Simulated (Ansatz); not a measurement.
FeCuSO: ⁵⁷Fe Mössbauer parameters

Cell: a refined structure from the COD, its atoms then relaxed with PBE in this cell.

```yaml
crystal:
  lattice:
    - [3.82190, 0.00000, 0.00000]
    - [0.00000, 3.82190, 0.00000]
    - [0.00000, 0.00000, 8.64500]
  atoms:
    - { symbol: Fe, position: [0.50000, 0.50000, 0.00000] }
    - { symbol: Fe, position: [0.00000, 0.00000, 0.00000] }
    - { symbol: Cu, position: [0.00000, 0.00000, 0.50000] }
    - { symbol: Cu, position: [0.50000, 0.50000, 0.50000] }
    - { symbol: S, position: [0.50000, 0.00000, 0.34394] }
    - { symbol: S, position: [0.00000, 0.50000, 0.65606] }
    - { symbol: O, position: [0.50000, 0.00000, 0.93132] }
    - { symbol: O, position: [0.00000, 0.50000, 0.06868] }
```

Atom numbers follow the list; atoms alike are taken as one site, whose name carries the number of the first.

The numbers come from a DFT calculation in Ansatz (PBE+U (U = 5.0 eV on Fe d), plane waves and PAW, scalar-relativistic, collinear spin, 420 eV cutoff, Γ-centred 9×9×4 k-points, Fermi–Dirac smearing 0.05 eV). Start moments as typed (μB): -5 5 0 0 0 0 0 0 by atom. The program fits them to the shells of the files, so those used differ somewhat.

Isomer shifts (against α-Fe) follow from the electron density at the nucleus, δ = α(ρ − ρ₀), with α = -0.366 mm s⁻¹ a₀³ and ρ₀ = 14904.00 a₀⁻³ from a line fitted to 10 measured compounds at this level of theory (rms miss 0.11 mm/s). ΔE_Q = ½eQV_zz(1 + η²/3)^½ with Q = 0.160 b for the 14.4 keV state. B_c is the Fermi-contact field along the atom's own moment; orbital and dipolar fields are not included.

Question: Where do the absorption lines lie when the magnetic splitting is averaged out (above the ordering temperature, with the gradients of this state)?

Answer: Fe (2 atoms a cell): δ = 0.75, |ΔE_Q| = 1.35 mm/s, a doublet at 0.07 and 1.42 mm/s.

Question: And the six lines of Fe from the contact field alone, leaving the quadrupole term aside?

Answer: With |B_c| = 22.1 T and nuclear moments 0.090604 and -0.15532 μN the lines lie at -2.82, -1.32, 0.18, 1.31, 2.81, 4.31 mm/s, in the ratio 3:2:1:1:2:3 for a powder.

At this cell the principal stresses reach 6 GPa in size with PBE+U, which can matter for small gradients. The largest force is 0.6 eV/Å, so the atoms aren't at the calculated equilibrium and relaxing them would move these values. With no gap above 0.1 eV, as in a metal, the gradients converge slowly in k; expect changes of a tenth or more on a denser mesh. With these PAW files V_zz is typically within 2 to 3 % of all-electron values, but misses above 10 % occur on Fe. The magnetic order is the one that the run reached from its start moments, not necessarily the measured one. Semilocal functionals underestimate the core's spin polarisation, so contact fields of ionic iron come out too small in magnitude. On Fe B_c is a small difference of large parts, and can be wrong severalfold and even in sign.

Hardware: 1 thread of Arm Neoverse N1 (aarch64; 36 cores open to the job, memory cap 3.0 GiB, no GPU), a shared host with a load of 0.9 a core. Wall time 11 min, CPU time 11 min, peak memory 1.4 GiB.
